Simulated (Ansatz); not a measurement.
# Cu (fcc)

Level of theory: DFT, PBEsol, scalar-relativistic, no spin polarisation; plane waves to 420 eV with PAW datasets (Ansatz 0.2.0), Γ-centred 20×20×20 mesh, 0.05 eV Gaussian smearing. The datasets are Ansatz's generated set soft_2.

```
Cu
1.0
     0.00000    1.78188    1.78188
     1.78188    0.00000    1.78188
     1.78188    1.78188    0.00000
Cu
1
Cartesian
  0.0000 0.0000 0.0000
```

Cell and atoms are those of this level's equilibrium.

Path: Γ–X–U | K–Γ–L–W–X, with Γ = (0.000, 0.000, 0.000), X = (0.500, 0.000, 0.500), U = (0.625, 0.250, 0.625), K = (0.375, 0.375, 0.750), L = (0.500, 0.500, 0.500), W = (0.500, 0.250, 0.750) in reciprocal vectors of the calculation's cell.

Task: Is it a metal or an insulator, and if it has a gap, where are the band edges on this path?

Result: A metal: bands cross the Fermi level.

Bands as a text map, energy in eV from the Fermi level (dashes), each leg drawn with the same width:
```
  3.71 |             *                                  
  3.43 |                                    *           
  3.14 |            *                              *    
  2.86 |                                                
  2.57 |           *                                    
  2.29 |          *                        *        *   
  2.00 |                                                
  1.71 |         *                                   *  
  1.43 |       **        *                            **
  1.14 |                                                
  0.86 |                                  *             
  0.57 |                                                
  0.29 |      *                                         
  0.00 |---------------------------------*--------------
 -0.29 |                                                
 -0.57 |                  *                             
 -0.86 |                                *               
 -1.14 |                               *                
 -1.43 |      *******      *          *      ***********
 -1.71 |    ******** ****            ********       ****
 -2.00 |  **      ****** *  *      **             ***   
 -2.29 |**  *       *   * *  ******      *  ******      
 -2.57 |  ***        *   ****        *     *       *    
 -2.86 |  *           **    **    **      *       *     
 -3.14 |**              *  * *****  ****** *     *      
 -3.43 |  *              ** *     **      * *   *       
 -3.71 |   *             ***               * ****       
 -4.00 |    *           *                   **   *      
        Γ      X      UK       Γ       L       W       X
```

With 19 valence electrons in the calculation's cell and no magnetic order, the bands, two electrons each, can't all be full or empty: band theory demands a metal. (Only strong correlation, outside this picture, could make a Mott insulator of it.) The relaxed cell is 4 % smaller in volume than the cell of this structure in the Crystallography Open Database (11.79 Å³/atom, 1988).
